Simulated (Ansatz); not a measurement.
# Two states of YTiGe

```yaml
crystal:
  lattice:
    - [4.07919, 0.00000, 0.00000]
    - [0.00000, 4.07919, 0.00000]
    - [0.00000, 0.00000, 7.68690]
  atoms:
    - { symbol: Y, position: [0.25000, 0.25000, 0.65800] }
    - { symbol: Y, position: [0.75000, 0.75000, 0.34200] }
    - { symbol: Ge, position: [0.25000, 0.25000, 0.25700] }
    - { symbol: Ge, position: [0.75000, 0.75000, 0.74300] }
    - { symbol: Ti, position: [0.75000, 0.25000, 0.00000] }
    - { symbol: Ti, position: [0.25000, 0.75000, 0.00000] }
```

Level: r2SCAN; 500 eV; 5×5×3 Γ-centred mesh; fermi-dirac occupations (width 0.1 eV); Ansatz 0.2.0, fixed geometry.

State A: no moments (no spin polarisation). State B: Ti5 down, Ti6 down (collinear spin).

Problem. Compare the two self-consistent states.

Solution. State B is lower by 31.8 meV an atom at zero smearing; in free energy at this smearing B lies -25.5 meV an atom from A.

| state | free energy (meV/atom) | largest moment in a small sphere (μB) | net moment (μB/cell) | gap on mesh (eV) | pressure (GPa) | largest force (eV/Å) |
| --- | --- | --- | --- | --- | --- | --- |
| A | 25.5 | 0.00 | 0.00 | metal | -1.8 | 0.73 |
| B | 0.0 | 0.72 | 1.14 | metal | -1.2 | 0.78 |

Origin: a database entry at a rescaled volume. Caveats: the k mesh is coarse if the cell is a metal.
